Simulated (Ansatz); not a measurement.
## Property card for K2PdC2

K2PdC2:
```
K2PdC2
1.0
    5.11368     0.00000     0.00000
   -2.55684     4.42858     0.00000
    0.00000     0.00000     5.25993
K Pd C
2 1 2
Direct
  0.66667   0.33333   0.71743
  0.33333   0.66667   0.28257
  0.00000   0.00000   0.00000
  0.00000   0.00000   0.61996
  0.00000   0.00000   0.38004
```

Space group P-3m1 (No. 164); conventional cell a = 5.1137 Å, b = 5.1137 Å, c = 5.2599 Å, α = 90.00°, β = 90.00°, γ = 120.00°.

Method: r²SCAN in the plane-wave PAW code Ansatz. Geometry: relaxed at this level of theory. Other levels are named where they apply.

**Cell and energy**

```yaml
volume_per_atom: 23.82 Å³
density: 2.91 g/cm³
Formation energy from the elements (no fitted shifts): -65 meV/atom
```

**Electronic structure**

```yaml
band_gap: 1.58 eV (smallest direct gap 1.60 eV)
valence_band_maximum: at A
conduction_band_minimum: at L (3 equivalent valleys)
electron_effective_mass: 0.21, 0.56, 0.93 mₑ (principal values)
Electron effective mass with spin–orbit coupling: 0.21, 0.56, 0.93 mₑ (principal values)
Hole effective mass with spin–orbit coupling: 0.26, 19, 19 mₑ (principal values)
HSE06 gap on the r²SCAN cell: 2.27 eV
Gap with spin–orbit coupling: 1.48 eV
```

**Mechanics**

```yaml
Bulk modulus (Birch–Murnaghan fit): 280 kbar
Pressure derivative B′: 4.7
```

The first step of the workflow began from a Materials Project structure, measured or hypothetical; the Crystallography Open Database copy checked does not list it. Its standing as an ambient phase is unchecked. Symmetry was held in the r²SCAN relaxation; its stability against distortions is not shown here. No spin polarisation was allowed. The references are the lowest solids computed at this level, not always the standard phases. Spin–orbit coupling is left out wherever it is not named.

Potentials: the later of the program's two PAW sets.
